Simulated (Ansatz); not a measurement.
Ca:
```
Ca
1.0
   -2.16080     2.16080     2.16080
    2.16080    -2.16080     2.16080
    2.16080     2.16080    -2.16080
Ca
1
Direct
  0.00000   0.00000   0.00000
```

Relaxed with PBEsol.

Q: List the phonon frequencies at the special points (DFPT on a 4×4×4 q-mesh, Fourier-interpolated; DFT-PBEsol in the program Ansatz with PAW potentials).

A: In cm⁻¹.

| q | frequencies |
|---|---|
| Γ | 0 0 0 |
| H | 171 171 171 |
| N | 36 122 156 |
| P | 123 123 123 |

Space group Im-3m (bcc (W type)). This is a known high-temperature phase of the composition, computed here at zero pressure and temperature. The cell was relaxed with PBEsol under the symmetry of its start; its stability against distortions is not shown here. As this level gives no gap, phonon frequencies hold no LO–TO term and depend on the k-mesh and smearing (Fermi–Dirac, 0.1 eV here).

Potentials: the earlier of the program's two PAW sets. The files were generated under PBE; for other functionals the program regenerates the frozen cores, and for LDA and PBEsol the local potential too.
